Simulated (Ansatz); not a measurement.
input.yaml

```yaml
crystal:
  lattice:
    - [2.01771, -6.456897, 0.0]
    - [2.01771, 6.456897, 0.0]
    - [0.0, 0.0, 6.179544]
  atoms:
    - { symbol: Ba, position: [0.613622, 0.386378, 0.25] }
    - { symbol: Ba, position: [0.386378, 0.613622, 0.75] }
    - { symbol: Co, position: [0.905639, 0.094361, 0.25], spin: -2.2 }
    - { symbol: Co, position: [0.094361, 0.905639, 0.75], spin: -2.2 }
    - { symbol: S, position: [0.309567, 0.690433, 0.25], spin: -0.16 }
    - { symbol: S, position: [0.690433, 0.309567, 0.75], spin: -0.16 }
    - { symbol: O, position: [0.0, 0.0, 0.5], spin: -0.31 }
    - { symbol: O, position: [0.0, 0.0, 0.0], spin: -0.31 }
basis:
  ecutwfc: 420
kpoints:
  mp_grid: { grid: [10, 10, 6] }
hamiltonian:
  xc: pbesol
scf:
  occupations: { method: gaussian, width: 0.1 }
output:
  forces: true
  stress: true
  eigenvalues: true
  populations: true
magnetization:
  spin_polarized: true
```

Launched with
```bash
ansatz run input.yaml --threads 2 --pin off --max-ram 5120MiB --backend cpu --events-out ev --progress --plain --runs-dir out
```

Method: DFT PBEsol, scalar-relativistic, plane waves, PAW (Ansatz 0.2.0).

Abridged output:

```
Pseudopotentials: kind: paw
Pseudopotential: Ba, paw, valence charge 10, recommended cutoff 420 eV (normal)
Pseudopotential: Co, paw, valence charge 17, recommended cutoff 420 eV (normal)
Pseudopotential: S, paw, valence charge 6, recommended cutoff 420 eV (normal)
Pseudopotential: O, paw, valence charge 6, recommended cutoff 420 eV (normal)
Functional definition: PBEsol
Crystal: 8 atoms, lattice volume = 161.016 Å³
Basis set: ecut = 420 eV, 3155 PW (Γ), exchange–correlation on 96×96×90 points (8 copies of the dense FFT grid, shifted against one another)
Bands: 51, of which v1, the nominal top of the filled ones, is band 39 counted from 1 (38 counted from 0)
Symmetry: 8 space group operations
Space group: Cmcm (ITA 63), of the structure as read, at distance tolerance 5.4e-5 Å
Magnetic group: BNS 63.457 (UNI 555), of the structure as read, at distance tolerance 5.4e-5 Å
k-points: 124 of 600
Initial density: superposition of atomic densities (chi_scale 0.1, normalization cell, long waves kept (reshape's long-wave potential 0.05 eV rms))
Starting moments: Σ|m| = 5.34 μB on 6 of 8 sites
Initial wavefunctions: pseudopotential atomic-orbital guess
Functional: x = pbesol(κ = 0.804, μ = 0.12345679), c = pbesol(β = 0.046)
SCF iter   1: F=—  HF=-24812.037804 eV  |F-HF|=—  |Δ(HF+E_count)|=         —  Δρ=6.48e-2 (↑6.48e-2 ↓4.53e-2) dr2=2.37e1  dr2_m=9.36e-1  M=-5.606 μB ∫|m|=5.890 μB  β_m=0.30  ethr=3.10e-3  ⟨swp⟩=10.2  Hψ=63749  notcnv=0
Mixer restart at iter 1: flushing history
spin=Collinear: Kerker preconditioning applied to the charge; magnetization (m = ρ↑ − ρ↓) channel mixes plain (no charge-response kernel on spin).
SCF iter   2: F=—  HF=-24807.742905 eV  |F-HF|=—  |Δ(HF+E_count)|=    4.29e0  Δρ=3.00e-2 (↑3.00e-2 ↓2.58e-2) dr2=7.39e0  dr2_m=4.78e-1  M=-5.753 μB ∫|m|=5.944 μB  β_m=0.43  ethr=3.10e-3  ⟨swp⟩=3.3  Hψ=24897  notcnv=0  defer=1434
SCF iter   3: F=—  HF=-24807.661602 eV  |F-HF|=—  |Δ(HF+E_count)|=   8.13e-2  Δρ=1.57e-2 (↑1.57e-2 ↓1.24e-2) dr2=1.71e0  dr2_m=1.27e-1  M=-5.954 μB ∫|m|=6.086 μB  β_m=0.51  ethr=3.10e-3  ⟨swp⟩=3.4  Hψ=23703  notcnv=0  defer=1443
SCF iter   4: F=—  HF=-24808.822451 eV  |F-HF|=—  |Δ(HF+E_count)|=    1.16e0  Δρ=1.09e-2 (↑8.09e-3 ↓1.09e-2) dr2=5.03e-1  dr2_m=1.79e-2  M=-5.998 μB ∫|m|=6.093 μB  β_m=0.56  ethr=2.19e-3  ⟨swp⟩=2.8  Hψ=22261  notcnv=0  defer=1436
SCF iter   5: F=—  HF=-24809.084470 eV  |F-HF|=—  |Δ(HF+E_count)|=   2.62e-1  Δρ=5.56e-3 (↑5.56e-3 ↓3.13e-3) dr2=6.06e-2  dr2_m=1.18e-2  M=-6.000 μB ∫|m|=6.093 μB  β_m=0.78  ethr=6.45e-4  ⟨swp⟩=3.0  Hψ=24130  notcnv=0  defer=1436
SCF iter   6: F=—  HF=-24809.098539 eV  |F-HF|=—  |Δ(HF+E_count)|=   1.41e-2  Δρ=1.84e-3 (↑1.84e-3 ↓1.38e-3) dr2=9.76e-3  dr2_m=1.05e-3  M=-6.000 μB ∫|m|=6.080 μB  β_m=0.77  ethr=7.77e-5  ⟨swp⟩=2.0  Hψ=22112  notcnv=0  defer=1436
SCF iter   7: F=—  HF=-24809.100154 eV  |F-HF|=—  |Δ(HF+E_count)|=   1.61e-3  Δρ=9.22e-4 (↑9.22e-4 ↓6.37e-4) dr2=2.61e-3  dr2_m=6.75e-5  M=-6.000 μB ∫|m|=6.080 μB  β_m=0.88  ethr=1.25e-5  ⟨swp⟩=2.6  Hψ=22471  notcnv=0  defer=1241
SCF iter   8: F=—  HF=-24809.100840 eV  |F-HF|=—  |Δ(HF+E_count)|=   6.86e-4  Δρ=1.19e-4 (↑1.19e-4 ↓1.18e-4) dr2=1.74e-4  dr2_m=1.34e-6  M=-6.000 μB ∫|m|=6.079 μB  β_m=0.94  ethr=3.34e-6  ⟨swp⟩=2.0  Hψ=22166  notcnv=0  defer=1240
SCF iter   9: F=—  HF=-24809.100869 eV  |F-HF|=—  |Δ(HF+E_count)|=   2.92e-5  Δρ=1.02e-4 (↑1.02e-4 ↓4.96e-5) dr2=4.12e-5  dr2_m=2.19e-6  M=-6.000 μB ∫|m|=6.078 μB  β_m=0.97  ethr=2.23e-7  ⟨swp⟩=2.5  Hψ=20998  notcnv=0  defer=1225
SCF iter  10: F=—  HF=-24809.100876 eV  |F-HF|=—  |Δ(HF+E_count)|=   6.84e-6  Δρ=2.91e-5 (↑2.91e-5 ↓2.47e-5) dr2=5.96e-6  dr2_m=8.02e-8  M=-6.000 μB ∫|m|=6.078 μB  β_m=0.99  ethr=5.28e-8  ⟨swp⟩=2.0  Hψ=20793  notcnv=0  defer=1225
SCF iter  11: F=—  HF=-24809.100877 eV  |F-HF|=—  |Δ(HF+E_count)|=   6.75e-7  Δρ=2.13e-5 (↑2.13e-5 ↓7.81e-6) dr2=1.43e-6  dr2_m=9.15e-8  M=-6.000 μB ∫|m|=6.078 μB  β_m=0.99  ethr=7.65e-9  ⟨swp⟩=2.5  Hψ=21148  notcnv=0  defer=1225
SCF iter  12: F=—  HF=-24809.100877 eV  |F-HF|=—  |Δ(HF+E_count)|=   2.29e-8  Δρ=6.02e-6 (↑6.02e-6 ↓3.47e-6) dr2=1.70e-7  dr2_m=4.20e-9  M=-6.000 μB ∫|m|=6.078 μB  β_m=1.00  ethr=1.83e-9  ⟨swp⟩=2.0  Hψ=18284  notcnv=0  defer=1225
SCF iter  13: F=—  HF=-24809.100877 eV  |F-HF|=—  |Δ(HF+E_count)|=   1.18e-9  Δρ=1.78e-6 (↑1.28e-6 ↓1.78e-6) dr2=2.27e-8  dr2_m=4.49e-10  M=-6.000 μB ∫|m|=6.078 μB  β_m=1.00  ethr=2.17e-10  ⟨swp⟩=2.0  Hψ=20142  notcnv=0  defer=1225
SCF iter  14: F=-24809.100877 eV  HF=-24809.100877 eV  |F-HF|=7.83e-9  |Δ(HF+E_count)|=   2.60e-9  Δρ=1.48e-6 (↑1.48e-6 ↓1.06e-6) dr2=7.72e-9  dr2_m=1.13e-10  M=-6.000 μB ∫|m|=6.078 μB  ethr=2.90e-11  ⟨swp⟩=13.1  Hψ=66839  notcnv=0
SCF 1 converged in 14 iterations: F = -24809.100877 eV  dr2 = 7.72e-9
WARN: an SCF from ferrimagnetic starting moments (0.00, 0.00, 2.33, -2.33, -0.16, -0.16, -0.31, -0.31 Bohr magnetons, atom by atom) was not made, by what the run has read of turns of its moments that order reads lower: the deck asks for what bars it, or types moments that do (magnetization.spin_polarized, in the input reference, names some of the keys), or the run goes by scf.lower_state_search: light, the default, which as a rule tries one only behind a close that has lost an order of both signs, or on which an open d or half-filled 4f shell of a PAW file has lost a moment that was set nearer to Hund's than to what is left; or, under a Hubbard U, one that names an f shell that the input lea ...
SCF converged after 14 iterations
Magnetization: -5.9997 μB (36.0001 up, 41.9999 down)
Absolute magnetization: 6.0788 μB (∫|ρ↑−ρ↓|, with the PAW one-centre terms)
Spin contamination: 0.0470 ħ² per cell (⟨S²⟩ above its minimum at these occupations)
Per-site moments (μB) at R_I (Å): [(0.00095857, 1.21044465), (0.00095857, 1.21044465), (-2.21644283, 0.81164630), (-2.21644283, 0.81164630), (-0.15992017, 0.97705708), (-0.15992017, 0.97705708), (-0.30113780, 0.81164630), (-0.30113780, 0.81164630)]
Free energy (F): -24809.100877 eV
Harris-Foulkes:  -24809.100877 eV  (|F-HF|=7.83e-9)
Internal energy: -24809.078015 eV  (E = F + TS)
E sigma→0 (E₀):  -24809.089446 eV
Entropy (-TS):   -0.022862 eV (-2.858 meV/atom)
Fermi energy:    8.970077 eV
--- Per-component energies (eV) ---
  E_band       = -868.305660
  E_kinetic    = 1784.963275
  E_local      = -10832.704260  (includes V_loc(G=0)·N_el)
  E_nonlocal   = 1195.573614
  E_hartree    = 4574.490855
  E_xc         = -980.388356
  E_vxc        = -1032.967313  (∫ρ·V_xc dr)
  E_paw        = -14721.879998  (= ΣΔE_a)
  E_vpaw       = -1132.149198  (= ΣTr[D̂ρ^β])
  E_aug_tail   = 0.004930  (compensation charges beyond the density's cutoff)
  E_ewald      = -5830.012254
  E_core_change = 0.874179  (= ΣΔE_core)
  E_smearing   = -0.022862  (= −TS)
--- Forces (eV/Å), atoms counted from 1 ---
  atom   1  Ba     0.00000000     0.04102463     0.00000000
  atom   2  Ba     0.00000000    -0.04102463     0.00000000
  atom   3  Co     0.00000000    -0.42259020     0.00000000
  atom   4  Co     0.00000000     0.42259020     0.00000000
  atom   5  S      0.00000000    -0.62800987     0.00000000
  atom   6  S      0.00000000     0.62800987     0.00000000
  atom   7  O      0.00000000     0.00000000     0.00000000
  atom   8  O      0.00000000     0.00000000     0.00000000
--- Stress (GPa, compression-positive) ---
       -7.795055       0.000000       0.000000
        0.000000      -7.865394       0.000000
        0.000000       0.000000      -7.683689
  P = ⅓ Tr σ = -7.7814 GPa (-77.814 kbar)
--- Band table (eV; the first three rows and the last of 248) ---
  k-point 0 ↑: bands = ["-84.6490", "-84.6490", "-48.1734", "-48.1729", "-48.0928", "-48.0927", "-48.0834", "-48.0831", "-18.2107", "-18.1643", "-8.7763", "-8.5463", "-4.0961", "-3.5423", "-3.3954", "-3.3728", "-3.1993", "-3.1322", "-3.0949", "-2.7076", "3.6032", "4.4628", "4.5950", "5.5450", "5.6234", "5.7088", "5.7410", "5.9316", "5.9703", "6.1904", "6.4383", "7.4596", "8.1824", "8.2368", "8.8228", "9.1052", "9.4045", "9.4073", "9.5141", "10.1725", "10.4469", "10.6811", "11.1479", "11.7439", "12.2341", "12.3773", "13.2735", "13.8315", "13.8574", "14.2188", "14.9143"]
  k-point 1 ↑: bands = ["-84.6490", "-84.6490", "-48.1734", "-48.1730", "-48.0928", "-48.0927", "-48.0833", "-48.0831", "-18.2074", "-18.1672", "-8.7626", "-8.5639", "-4.1305", "-3.7409", "-3.4052", "-3.3829", "-3.1947", "-3.1365", "-2.8605", "-2.6203", "3.6593", "4.4071", "4.6355", "5.5384", "5.6164", "5.6977", "5.7713", "5.9090", "5.9495", "6.2603", "6.3048", "7.1678", "8.2155", "8.3478", "8.7846", "8.9278", "9.4528", "9.4994", "9.5862", "10.1592", "10.4037", "10.5343", "11.4193", "11.8949", "12.1011", "12.2802", "13.2107", "13.6934", "13.9824", "14.0395", "14.6997"]
  k-point 2 ↑: bands = ["-84.6490", "-84.6490", "-48.1733", "-48.1730", "-48.0928", "-48.0928", "-48.0833", "-48.0831", "-18.1985", "-18.1753", "-8.7243", "-8.6100", "-4.1761", "-3.9949", "-3.4009", "-3.3931", "-3.1822", "-3.1486", "-2.5660", "-2.4688", "3.8149", "4.2511", "4.7909", "5.4740", "5.5476", "5.6563", "5.8271", "5.9099", "5.9591", "6.1111", "6.3091", "6.6631", "8.3127", "8.5243", "8.6810", "8.7156", "9.4781", "9.5076", "9.8486", "10.1589", "10.2793", "10.3524", "11.8719", "11.9419", "12.1659", "12.2779", "12.8796", "12.8920", "14.3061", "14.5106", "14.5336"]
  k-point 123 ↓: bands = ["-87.4025", "-87.4025", "-51.0416", "-51.0416", "-50.7311", "-50.7311", "-50.6533", "-50.6533", "-18.1858", "-18.1858", "-9.1905", "-9.1905", "-4.3821", "-4.3821", "-3.3644", "-3.3644", "-3.1671", "-3.1671", "-2.3800", "-2.3800", "3.2075", "3.2075", "4.4609", "4.4609", "4.6301", "4.6301", "4.9665", "4.9665", "5.1678", "5.1678", "5.7884", "5.7884", "6.7892", "6.7892", "7.1202", "7.1202", "7.3356", "7.3356", "8.3419", "8.3419", "8.4081", "8.4081", "11.3202", "11.3202", "12.4930", "12.4930", "13.2692", "13.2692", "13.9013", "13.9013", "14.5718"]
--- Löwdin populations: 8 sites ---
  site symbol q [e]    m [muB]
     0     Ba      8.3444     0.0031
     1     Ba      8.3444     0.0031
     2     Co     16.1273    -2.3219
     3     Co     16.1273    -2.3219
     4      S      6.9313    -0.3013
     5      S      6.9313    -0.3013
     6      O      7.0545    -0.3907
     7      O      7.0545    -0.3907
  spilling = 0.013908 (of n_electrons = 78.000000)
```

Self-consistency was reached.

It took 2.6 min on 2 threads of Intel(R) Xeon(R) Platinum 8259CL CPU @ 2.50GHz (Skylake/Cascade Lake), on a shared host, peak memory 1.6 GiB.

The state reached may not be the lowest one. Spin-orbit coupling is left out, which matters for the bands of heavy elements. The program reads another magnetic order as possibly lower. Moments started parallel, and an antiferromagnetic order may lie lower.